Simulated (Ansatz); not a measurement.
**NaHF2, a database entry at a rescaled volume**

```yaml
crystal:
  lattice:
    - [1.18542, -3.25427, 0.00000]
    - [0.00000, 1.84304, -2.93236]
    - [3.87416, 3.25427, 0.00000]
  atoms:
    - { symbol: Na, position: [0.00000, 0.00000, 0.00000] }
    - { symbol: H, position: [0.50000, 0.50000, 0.50000] }
    - { symbol: F, position: [0.41000, 0.59000, 0.23000] }
    - { symbol: F, position: [0.59000, 0.41000, 0.77000] }
```

Level: PBEsol, no spin polarisation; 420 eV; 9×9×9 Γ-centred mesh; fermi-dirac occupations (width 0.1 eV); Ansatz 0.2.0, fixed geometry.

Task: Is it stable against the elements?

Result: -2.21 eV an atom against the elements' usual phases (free molecules for gases, crystals otherwise, with no correction for O₂ or N₂), so it is bound against them; other compounds may still compete. Relaxing would lower it.

Task: Which atom feels the largest force, and which way?

Result: The largest is on F4 (and as large on other atoms): 2.33 eV/Å, components (-2.14, -0.78, -0.49). It makes 0° with the line to a nearest neighbour, H2 at 1.25 Å, pointing towards it.

Task: What does the stress say?

Result: The pressure is -4.3 GPa (compression positive), so with the atoms held at these fractions the cell would first shrink; the forces are large, so a full relaxation may end otherwise. The principal stresses -15.8, 1.5, 1.5 GPa differ, so its shape would change too.

Task: What is the character of the valence top and the conduction bottom?

Result: Within 0.7 eV of the edges, the states project mainly on F p (99 %) below the gap and on Na s (61 %), F s (17 %) and H s (15 %) above it.

Task: What do density and ELF say about some of the short contacts?

Result: H–F at 1.25 Å: least valence density 0.91 e/Å³ and ELF 0.73 there, a shared, covalent-like contact. Na–F at 2.27 Å: least valence density 0.14 e/Å³ and ELF 0.03 there, a closed-shell (ionic or weak) contact. These are pseudo-fields; inside the PAW spheres they differ from the all-electron ones.

Task: Metal or insulator? Give the gap.

Result: The gap on the k mesh is 6.61 eV; the mesh may miss the band edges, so the true gap of this level can be smaller.

Task: Which element gives electrons and which takes them?

Result: Bader charges in e: Na +0.89, H +0.68, F -0.79. In the mean Na gives up most and F takes most.

Origin: a database entry at a rescaled volume. Caveats: an odd or shifted mesh can miss the band edges, so this level's true gap may be smaller; forces this large suggest misplaced atoms in the database entry; atoms or cell far from equilibrium.
